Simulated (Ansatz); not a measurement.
TiSi2:
Space group Fddd, origin choice 1 (No. 70); a = 4.7233 Å, b = 8.1224 Å, c = 8.4439 Å, α = 90.00°, β = 90.00°, γ = 90.00°

```
atom  site  symmetry       x       y       z
----  ----  --------  ------  ------  ------
Ti      8b       222  0.5000  0.5000  0.5000
Si     16f       .2.  0.0000  0.1639  0.0000
```
(The calculation used a cell of 6 atoms; values per cell refer to that cell.)

Relaxed at zero pressure with LDA in the plane-wave PAW code Ansatz.

Question: The volume is lowered by 9 % and shape and atoms relax at that volume. What pressure results, and how do the axes share the change?

Answer: 18.2 GPa; a -3.2 %, b -3.6 %, c -2.5 %; the energy rises by 63 meV/atom.

Question: Give the new structure.

Answer: 
Space group Fddd, origin choice 1 (No. 70); a = 4.573 Å, b = 7.828 Å, c = 8.235 Å, α = 90.00°, β = 90.00°, γ = 90.00°

| atom | site | symmetry | x | y | z |
|---|---|---|---|---|---|
| Ti | 8b | 222 | 0.5000 | 0.5000 | 0.5000 |
| Si | 16f | .2. | 0.0000 | 0.1642 | 0.0000 |

The phase is kept; no other phase was compared at this pressure.

The LDA relaxation kept the symmetry of its start. The run is not spin-polarised.

Potentials: the earlier of the program's two PAW sets.
